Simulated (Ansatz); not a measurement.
SiSnGeC in space group Pmm2 (No. 25; C on 1a, Si on 1c, Ge on 1d, Sn on 1b) under volume change, r²SCAN in the plane-wave PAW code Ansatz, shape and atoms relaxed at each volume.

| V (Å³/atom) | E − E(relaxed) (meV/atom) | P (GPa) |
|---|---|---|
| 16.337 | 53.7 | 11.52 |
| 16.875 | ___ | ___ |
| 17.414 | 5.4 | 3.29 |
| 17.952 | 0.0 | 0.02 |
| 18.491 | 4.4 | -2.65 |
| 19.030 | 17.3 | -4.93 |
| 19.568 | ___ | ___ |

Problem. Fill in the missing entries.

Solution. 
- 19.568, E − E(relaxed) (meV/atom): 37.2
- 19.568, P (GPa): -6.82
- 16.875, E − E(relaxed) (meV/atom): 22.6
- 16.875, P (GPa): 7.07

Problem. What does a third-order Birch–Murnaghan fit give for V₀, B₀ and B′?

Solution. V₀ = 17.96 Å³/atom, B₀ = 97.5 GPa, B′ = 4.7.

The start of the workflow was typed in or built on a structure type; neither database checked (COD, Materials Project) lists it. Whether it is the stable phase at ambient conditions was not checked. The cell keeps a stress of up to 0.2 GPa. The cell was relaxed with r²SCAN under the symmetry of its start; its stability against distortions is not shown here. Its formation energy is positive at this level, so the cell may be metastable or incomplete. Spin–orbit coupling is left out wherever it is not named.

Potentials: the later of the program's two PAW sets.
